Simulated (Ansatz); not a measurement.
## Guessed and relaxed cells of ZnCd3SO

The cell of ZnCd3SO is invented: random cell by space group and Wyckoff sites (P6mm, No. 183). Lengths were set from tabulated atomic sizes, so they are only a guess.

start.cif

```cif
data_structure
_symmetry_space_group_name_H-M 'P6mm'
_symmetry_Int_Tables_number 183
_cell_length_a 4.2192
_cell_length_b 4.2192
_cell_length_c 7.5491
_cell_angle_alpha 90.000
_cell_angle_beta 90.000
_cell_angle_gamma 120.000
_cell_volume 116.38
loop_
_atom_site_label
_atom_site_type_symbol
_atom_site_symmetry_multiplicity
_atom_site_Wyckoff_symbol
_atom_site_fract_x
_atom_site_fract_y
_atom_site_fract_z
_atom_site_occupancy
Zn1 Zn 1 a 0.00000 0.00000 0.86205 1
Cd1 Cd 1 a 0.00000 0.00000 0.12892 1
Cd2 Cd 2 b 0.33333 0.66667 0.26972 1
S1 S 1 a 0.00000 0.00000 0.55507 1
O1 O 1 a 0.00000 0.00000 0.32394 1
```

Method: DFT PBE, scalar-relativistic, plane waves, PAW in Ansatz 0.2.0. Cutoff 420 eV, Gaussian smearing, Γ-centred meshes. Cell and atoms relax first on a coarse mesh and then on a finer one. In between, the cell is made exact in the group found at 0.06 Å. In metals the finer mesh still leaves noise of several meV/atom or more. The steps can't lower the symmetry of their start. No spin polarisation in the relaxation; trial moments died out in a coarse test.

end.cif

```cif
data_structure
_symmetry_space_group_name_H-M 'P6mm'
_symmetry_Int_Tables_number 183
_cell_length_a 5.0993
_cell_length_b 5.0993
_cell_length_c 8.9336
_cell_angle_alpha 90.000
_cell_angle_beta 90.000
_cell_angle_gamma 120.000
_cell_volume 201.18
loop_
_atom_site_label
_atom_site_type_symbol
_atom_site_symmetry_multiplicity
_atom_site_Wyckoff_symbol
_atom_site_fract_x
_atom_site_fract_y
_atom_site_fract_z
_atom_site_occupancy
Zn1 Zn 1 a 0.00000 0.00000 0.85529 1
Cd1 Cd 1 a 0.00000 0.00000 0.15079 1
Cd2 Cd 2 b 0.33333 0.66667 0.19466 1
S1 S 1 a 0.00000 0.00000 0.59628 1
O1 O 1 a 0.00000 0.00000 0.41776 1
```

The symmetry stays P6mm (No. 183). The volume per atom grows by 72.9 %, from 19.4 to 33.5 Å³. The shortest distance goes from 1.47 Å (Cd–O) to 1.59 Å (S–O). The energy falls by about 2.3 eV/atom (the start's value is from the coarse mesh).

```json
{
 "Volume per atom": "33.53 Å³",
 "Density": "3.72 g/cm³",
 "Formation energy": "+0.24 eV/atom",
 "Gap on the 12×12×6 mesh of the 6-atom cell": "0 eV (a metal)"
}
```

The zero of energy is the elements' standard structures at the same level (O₂ as a molecule); no fitted shifts are applied. The separate elements lie lower, so it is unstable against them.

The last run used Gaussian smearing of 0.10 eV. The reference form of S is held partly by dispersion forces, which this level lacks. Symmetry constrained the relaxation, so the result can be a saddle point. In all, the 3 runs took 15 min on 1 thread of Arm Neoverse V2 (shared host). Another cell of ZnCd3SO relaxed alike, in P4/mmm, lies 183 meV/atom lower, so this cell isn't the stable form at this level.
